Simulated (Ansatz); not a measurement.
The start is a relaxed P2W cell with one P and one W atom exchanged in a cell of 6 atoms. The structure is fully relaxed (lattice and positions, P = 0) with PBEsol (plane waves to 420 eV, PAW, scalar-relativistic; Ansatz, a quantum-chemistry and plane-wave program). First-step values are on the input's coarse k-mesh.

Ansatz input (later rounds restart from its end on a renewed k-mesh):
Ansatz 0.2 input:
```yaml
crystal:
  lattice:
    - [4.2284350747, -1.5738265183, 0]
    - [4.2284350747, 1.5738265183, 0]
    - [-3.6365511658, 0, 6.501225618]
  atoms:
    - { symbol: P, position: [0.1385881986, 0.1385881986, 0.0246647461] }
    - { symbol: P, position: [0.8614118014, 0.8614118014, 0.9753352539] }
    - { symbol: W, position: [0.3987784161, 0.3987784161, 0.6005784182] }
    - { symbol: P, position: [0.6012215839, 0.6012215839, 0.3994215818] }
    - { symbol: P, position: [0.8423970647, 0.8423970647, 0.2938348132] }
    - { symbol: W, position: [0.1576029353, 0.1576029353, 0.7061651868] }
basis: { ecutwfc: 420, ecutrho_ratio: 4, xc_grid: 2, fft_grid_basis: typed }
kpoints: { mp_grid: { grid: [8, 8, 4] } }
hamiltonian:
  xc: pbesol
  dispersion: none
  pseudopotentials: { kind: paw }
scf: { occupations: { method: fermi_dirac, width: 0.05 } }
relax: { f_tol: 0.01, max_steps: 100, cell: { stress_tol: 0.02 } }
output: { forces: true, stress: true }
```

Which atoms feel the largest initial force, and how large is it?

About 3.1 eV/Å, on W3 (atoms numbered as listed).

By how much does the energy per atom fall from start to end?

0.47 eV/atom.

How does the volume per atom move from start to end?

+10.7 %, from 14.42 to 15.96 Å³/atom.

How do the shortest distances between atoms change?

The closest pairs of elements (up to four, under 3.6 Å), start → end: P–P 2.19 → 2.12 Å; P–W 2.46 → 2.36 Å; W–W 2.49 → 2.89 Å.

Is the relaxed structure metallic? Give its gap.

No gap (metallic).

Final values are on a 16×16×7 k-mesh of the relaxed cell. No spin polarisation in the result.

The run could not lose the symmetry of its start.

The runs began from a structure in Materials Project; this end point is another cell, not compared with measured phases.
